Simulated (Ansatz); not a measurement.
# MnIr: relaxation of cell and atoms

Computed with DFT, PBEsol, all-electron LAPW, scalar-relativistic in Ansatz 0.2.0.

Command: `ansatz run input.yaml --threads 1 --pin off --max-ram 3072MiB --backend cpu --events-out ev --progress --plain --runs-dir out` The run took 4.8 min on 1 thread of AMD EPYC 9R45 96-Core Processor (Zen 5), on a shared host.

```yaml
crystal:
  lattice:
    - [2.7967306141, 0.0, 0.0]
    - [0.0, 2.7967306141, 0.0]
    - [0.0, 0.0, 3.7376654242]
  atoms:
    - { symbol: Mn, position: [0.5, 0.5, 0.5], spin: 4.0 }
    - { symbol: Ir, position: [0.0, 0.0, 0.0] }
magnetization:
  spin_polarized: true
kpoints:
  mp_grid: { grid: [12, 12, 9] }
scf:
  occupations: { method: fermi_dirac, width: 0.05 }
hamiltonian:
  xc: pbesol
  pseudopotentials: { kind: all_electron, lapw: { basis_error: 0.001 } }
output:
  forces: true
  stress: true
relax:
  f_tol: 0.005
  max_steps: 80
  cell: {}
```

Spin–orbit coupling is left out, though it moves levels of the heavy atoms by tenths of an eV or more.

The run is spin-polarised from parallel moments and ends with 1.09 μB in the cell; other orders may lie lower.

The geometry is COD entry 1537920, unchecked; take it as a test cell. The listed cell was then made from it by scaling, straining or moving an atom.

Each frame lists the cell vectors (Å), then Cartesian positions (Å); symmetry keeps all forces zero. Free energies count from the first step, -516387.6955 eV.

The walk took 8 evaluations in all; steps that aren't listed are left out.

Step 1: E = 0.0 meV, P = -21.37 GPa

```
cell 2.7967 0.0000 0.0000 0.0000 2.7967 0.0000 0.0000 0.0000 3.7377
Mn    1.3984    1.3984    1.8688
Ir    0.0000    0.0000    0.0000
```

Step 2:

```
cell 2.7057 0.0000 0.0000 0.0000 2.7057 0.0000 0.0000 0.0000 3.5555
Mn    1.3528    1.3528    1.7777
Ir    0.0000    0.0000    0.0000
```

Step 3: E = -322.7 meV, P = 21.38 GPa, step rejected

```
cell 2.5693 0.0000 0.0000 0.0000 2.5693 0.0000 0.0000 0.0000 3.5480
Mn    1.2846    1.2846    1.7740
Ir    0.0000    0.0000    0.0000
```

Step 4: E = -411.7 meV, P = -1.63 GPa

```
cell 2.6397 0.0000 0.0000 0.0000 2.6397 0.0000 0.0000 0.0000 3.5894
Mn    1.3198    1.3198    1.7947
Ir    0.0000    0.0000    0.0000
```

(1) Give the energy, pressure of step 2.

(2) How does the relaxation end?

Answers

(1) E = -332.0 meV, P = -12.34 GPa
```
Mn    1.3528    1.3528    1.7777
Ir    0.0000    0.0000    0.0000
```

(2) It converges, with a = 2.624 Å, b = 2.624 Å, c = 3.614 Å, α = 90.00°, β = 90.00°, γ = 90.00° (conventional cell, space group P4/mmm). The last solve (on a basis chosen afresh for the final cell, so its energy is not quite comparable) gives E = -415.1 meV, P = 0.00 GPa:
```
cell 2.6242 0.0000 0.0000 0.0000 2.6242 0.0000 0.0000 0.0000 3.6139
Mn    1.3121    1.3121    1.8070
Ir    0.0000    0.0000    0.0000
```
